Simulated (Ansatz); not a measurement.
Relaxed HfO₂ (tetragonal-ZrO2 type, space group P4_2/nmc):

```
HfO2
1.0
    3.56707     0.00000     0.00000
    0.00000     3.56707     0.00000
    0.00000     0.00000     5.16596
Hf O
2 4
Direct
  0.00000   0.00000   0.00000
  0.50000   0.50000   0.50000
  0.00000   0.50000   0.20010
  0.00000   0.50000   0.70010
  0.50000   0.00000   0.29990
  0.50000   0.00000   0.79990
```

Scan: atom 4 (O, nearest neighbour Hf at 2.061 Å; its periodic images, 3.6 Å or more away, move with it) is displaced towards the nearest neighbour, direction (-0.865, 0.000, -0.501) in Cartesian axes, by s. The other atoms stay.

Level of theory: PBEsol (plane waves to 420 eV, PAW, scalar-relativistic; Ansatz, a quantum-chemistry and plane-wave program). k mesh 8×8×5 (Γ-centred), Fermi-Dirac smearing 0.05 eV. E stands for the smeared free energy. Left out: 3 of 11 points, with atoms too close for the PAW data. HfO2 is run without spin polarisation. HfO2 was relaxed with its symmetry unable to fall. Spin-orbit coupling is left out, though Hf is heavy. This is a high-temperature form of HfO2. ΔE is measured from the undisplaced structure.

```json
[
 {"s (Å)": "-0.620", "ΔE (meV/cell)": "2112"},
 {"s (Å)": "-0.496", "ΔE (meV/cell)": "1461"},
 {"s (Å)": "-0.372", "ΔE (meV/cell)": "892"},
 {"s (Å)": "-0.248", "ΔE (meV/cell)": "433"},
 {"s (Å)": "-0.124", "ΔE (meV/cell)": "119"},
 {"s (Å)": "0.000", "ΔE (meV/cell)": "0"},
 {"s (Å)": "0.124", "ΔE (meV/cell)": "withheld"},
 {"s (Å)": "0.248", "ΔE (meV/cell)": "690"}
]
```

Question: Fit a polynomial form (powers 2, 3, 4) to the given rows and predict ΔE at s = 0.124.

Answer: Least squares on the 7 given rows: ΔE = (8904)·s² + (8169)·s³ + (4317)·s⁴, in meV/cell with s in Å; root-mean-square residual 3.7 meV/cell. At 0.124 the fit gives 154 meV/cell; the calculation gives 150 meV/cell, so the interpolation is off by 4 (+2.7 %). The quadratic term alone would give 137 meV/cell.

(For displaced atoms, the force is minus the slope of the energy, and its curvature is a force constant, which sets phonon frequencies.)
